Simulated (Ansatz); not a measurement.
SnPt3:
```yaml
crystal:
  lattice:
    - [4.02517, 0.00000, 0.00000]
    - [0.00000, 4.02517, 0.00000]
    - [0.00000, 0.00000, 4.02517]
  atoms:
    - { symbol: Pt, position: [0.00000, 0.50000, 0.50000] }
    - { symbol: Pt, position: [0.50000, 0.00000, 0.50000] }
    - { symbol: Pt, position: [0.50000, 0.50000, 0.00000] }
    - { symbol: Sn, position: [0.00000, 0.00000, 0.00000] }
```

Relaxed with r²SCAN.

Problem. Map the valence electron density (e/Å³), cut off at 6 on the plane through (0.000, 0.500, 0.500) spanned by u = [1, 1, 0] and v = [1, 0, 1] in lattice vectors, from DFT-r²SCAN in the program Ansatz with PAW potentials.

Solution. x is the fraction of u, y of v (the angle between them is 60°; rows are the nearest grid lines); atoms in the plane: Pt at (0.00, 0.00), Pt at (0.50, 0.00), Pt at (0.00, 0.50), Sn at (0.50, 0.50).
```
|99983000003899999830000038999|
|99994100001499999941000014999|
|99995200000259999951000001599|
|34543100000001345431000000013|
|01221000000000012210000000000|
|00000000000000000000000000000|
|00000000000000000000000000000|
|00000000000000000000000011110|
|31000000001222100000000134543|
|84200000002577520000000248998|
|99520000002799972000000259999|
|99941000002799997200000149999|
|99994100000279999720000014999|
|99995200000027999720000002599|
|89984200000002577520000000248|
|34543100000000122210000000013|
|01111000000000000000000000000|
|00000000000000000000000000000|
|00000000000000000000000000000|
|00000000001221000000000012210|
|31000000013454310000000134543|
|99510000015999995200000259999|
|99941000014999999410000149999|
|99983000003899999830000038999|
```
Scale: ten equal steps from 0.238 (start of '0') to 6.00 (end of '9'), in the order '0123456789'; x runs from 0.000 to 1.00, y from 0.000 (bottom) to 1.00 (top).

The density is the valence pseudo-density with augmentation charge, so density and ELF within about 1 Å of a nucleus are not all-electron values.

Space group Pm-3m (Cu3Au type). The workflow started from an entry of the Crystallography Open Database (COD). Whether it is the stable phase at ambient conditions was not checked. Symmetry was held in the r²SCAN relaxation; whether a distortion lowers the energy is not shown. The run is not spin-polarised. Scalar-relativistic: spin–orbit coupling is off unless named, which matters more the heavier the elements.

Potentials: the later of the program's two PAW sets.
